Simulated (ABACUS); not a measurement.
Variants of one calculation on TiSi2 (Fddd, 6 atoms in the cell; from Materials Project mp-2582)

```yaml
crystal:
  lattice:
    - [0.00000, 4.11752, 4.26290]
    - [2.38951, 0.00000, 4.26290]
    - [2.38951, 4.11752, 0.00000]
  atoms:
    - { symbol: Ti, position: [0.50000, 0.50000, 0.50000] }
    - { symbol: Ti, position: [0.75000, 0.75000, 0.75000] }
    - { symbol: Si, position: [0.83743, 0.16257, 0.83743] }
    - { symbol: Si, position: [0.16257, 0.83743, 0.16257] }
    - { symbol: Si, position: [0.41257, 0.08743, 0.41257] }
    - { symbol: Si, position: [0.08743, 0.41257, 0.08743] }
```

Base run A: PBE, numerical atomic orbitals DZP (confined pseudo-atomic orbitals with Gaussian additions; energy shift 0.003 Ry), PseudoDojo 0.5 standard norm-conserving PBE (tails mended) pseudopotentials run with ABACUS, self-consistent single point.

Its settings: basis = DZP numerical atomic orbitals, energy shift 0.003 Ry; KPT = Gamma 8 8 8 0 0 0; basis_type = lcao; dft_functional = PBE; ecutwfc = 100 Ry; smearing_method = gaussian; smearing_sigma = 0.00734986 Ry; potentials = PseudoDojo 0.5 standard norm-conserving PBE (tails mended); symmetry = 1; symmetry_prec = 1e-05; ks_solver = genelpa; scf_nmax = 100; scf_thr = 1.0e-07; mixing_type = broyden.

The atom-centred basis is finite, which shifts total energies and pressures against plane waves. The structure comes from a collection of computed structures, made at another level of theory; the collection holds predicted forms beside known ones.

ΔF is the free energy per atom less that of run A. 

```csv
run,change,ΔF (meV/atom),pressure (GPa),k-points
A,base,0.00,2.56,95
B,lattice vector b scaled by 0.99,4.9,4.31,260
C,lattice vector b scaled by 1.01,-0.52,0.98,260
D,lattice vector a scaled by 1.01,0.09,1.08,260
E,atom 5 moved by -0.04 angstrom along x,1.12,2.60,260
F,atom 5 moved by +0.04 angstrom along x,1.12,2.60,260
G,lattice vector c scaled by 0.99,3.7,4.03,260
H,lattice vector c scaled by 1.01,-0.19,1.23,260
```

Run G against A: The free energy goes up by 3.7 meV/atom and the pressure goes from 2.56 to 4.03 GPa.

Run D against A: The free energy hardly moves (within 1 meV/atom) and the pressure goes from 2.56 to 1.08 GPa.

The atomic orbitals were generated for these runs; they are not ABACUS's published sets and were checked against plane waves on a few crystals only.

“Tails mended”: in these copies of the files the far tail of each local potential was reset to the Coulomb form.
